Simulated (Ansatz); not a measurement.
What moves the field gradients of K3Ir2O6?

Cell of run 1: a measured structure from the Crystallography Open Database (COD), atoms as given.

```cif
data_K3Ir2O6
_symmetry_space_group_name_H-M 'R-3:H'
_symmetry_Int_Tables_number 148
_cell_length_a 10.7907
_cell_length_b 10.7907
_cell_length_c 10.5055
_cell_angle_alpha 90.000
_cell_angle_beta 90.000
_cell_angle_gamma 120.000
loop_
_atom_site_label
_atom_site_type_symbol
_atom_site_symmetry_multiplicity
_atom_site_Wyckoff_symbol
_atom_site_fract_x
_atom_site_fract_y
_atom_site_fract_z
K K 18 f 0.7046 0.6429 0.5090
Ir7 Ir 3 a 0.0000 0.0000 0.0000
Ir8 Ir 3 b 0.0000 0.0000 0.5000
Ir9 Ir 6 c 0.0000 0.0000 0.2496
O11 O 18 f 0.8170 0.4621 0.4570
O17 O 18 f 0.0286 0.1524 0.3745
```

One atom of each set is listed; the run and its k-mesh use a cell of 22 atoms with edges of 7.15, 7.15, 7.15 Å.

Relaxed positions (PBE, cell held):

K (0.7044, 0.6417, 0.5081)
Ir7 (0.0000, 0.0000, 0.0000)
Ir8 (0.0000, 0.0000, 0.5000)
Ir9 (0.0000, 0.0000, 0.2500)
O11 (0.8175, 0.4626, 0.4576)
O17 (0.0295, 0.1534, 0.3748)

All runs are DFT with Ansatz 0.2.0 (plane waves and PAW, scalar-relativistic unless spin–orbit coupling is named, Γ-centred meshes, Fermi–Dirac smearing where given) in this cell.

Run 1: PBE, atoms as given; 420 eV, 5×5×5 k-points, smearing 0.05 eV.
Run 2: PBE, atoms relaxed; 420 eV, 5×5×5 k-points, smearing 0.05 eV.
Run 3: r2SCAN, at the relaxed atoms; 500 eV, 5×5×5 k-points, smearing 0.05 eV.

```
run  Ir7 V_zz (η)  Ir8 V_zz (η)  Ir9 V_zz (η)
  1  12.62 (0.00)   9.49 (0.00)  11.49 (0.00)
  2  12.41 (0.00)  10.92 (0.00)  12.08 (0.00)
  3             ?             ?             ?
```

V_zz in 10²¹ V/m²; 3 of the 6 sets of like atoms are followed.

Question: Estimate the row of run 3.

Answer: Ir7: 11.27 (0.00); Ir8: 10.21 (0.00); Ir9: 10.99 (0.00). It lies nearest to run 2, from whose tensors on these sites it differs by 1.14 at most (largest principal value of the difference, on Ir7). Taken one at a time, the positions of the atoms (as given or relaxed) move the tensors on these sites by up to 1.43 (largest principal value of the change, on Ir8), the functional (r2SCAN with its higher cutoff) by 1.14 (Ir7). Without a gap such differences can lie within the error of the k-mesh, so this order isn't firm.

Leaving out spin–orbit coupling shifts gradients on Ir by a few per cent in wide-gap crystals, and can shift them far more where the calculated gap is small or absent, as here. Semilocal functionals can leave a metal where correlation in the d or f shell opens a gap in the real compound, and that would change the values at and beside Ir. In runs 1, 2, 3 there is no gap above 0.1 eV, so the gradients can move by 10 % or more with the k-mesh. In run 3 the atoms aren't at the calculated equilibrium (largest force 0.36 eV/Å).
